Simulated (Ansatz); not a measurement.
## BaTaO3: computed property card

BaTaO3:
Space group Pm-3m (No. 221); a = b = c = 4.0378 Å, α = β = γ = 90.00°

| atom | site | symmetry | x | y | z |
|---|---|---|---|---|---|
| Ba | 1a | m-3m | 0.0000 | 0.0000 | 0.0000 |
| Ta | 1b | m-3m | 0.5000 | 0.5000 | 0.5000 |
| O | 3c | 4/mm.m | 0.0000 | 0.5000 | 0.5000 |

Space group Pm-3m (No. 221), cubic perovskite; conventional cell a = 4.0378 Å, b = 4.0378 Å, c = 4.0378 Å, α = 90.00°, β = 90.00°, γ = 90.00°.

Method: plane-wave PAW LDA (Ansatz code). Structure relaxed to zero pressure with the same functional. Other levels are named where they apply.

Cell and energy:

| Quantity | Result |
|---|---|
| Volume per atom | 13.17 Å³ |
| Density | 9.24 g/cm³ |
| Formation energy from the elements (no fitted shifts) | -3.11 eV/atom |

Electronic structure:

| Property | Value |
|---|---|
| Electronic character | metallic (no gap) |
| Density of states at the Fermi level | 0.22 states/eV per atom (mean over ±0.08 eV) |

Mechanics:

| Quantity | Value |
|---|---|
| Bulk modulus (Birch–Murnaghan fit) | 210 GPa |
| Pressure derivative B′ | 4.5 |
| Elastic constants (relaxed ions, GPa) | C11 = 416, C12 = 108, C44 = 79.3 |
| Mechanical stability | stable (all eigenvalues of C positive) |
| Hill bulk and shear moduli | 211 and 104 GPa |
| Young's modulus | 267 GPa |
| Poisson's ratio | 0.29 |
| Debye temperature from the elastic constants | 471 K |

Phonons:

| Item | Result |
|---|---|
| Highest zone-centre frequency | 589 cm⁻¹ |
| Zone-centre stability | no imaginary mode at Γ |

The workflow started from a Materials Project entry (that database holds measured and hypothetical structures alike); the Crystallography Open Database copy checked does not list it. Its standing as an ambient phase is unchecked. Symmetry was held in the LDA relaxation. No spin polarisation was allowed. With an odd number of electrons in the cell and no spin polarisation, the count alone makes it a metal. As this level gives no gap, shear constants depend on the k-mesh and smearing (Fermi–Dirac, 0.1 eV here). As this level gives no gap, phonon frequencies hold no LO–TO term and depend on the k-mesh and smearing (Fermi–Dirac, 0.1 eV here). The references are the lowest solids computed at this level, not always the standard phases (solids in place of the gases). Spin–orbit coupling is left out wherever it is not named.

Potentials: the later of the program's two PAW sets.
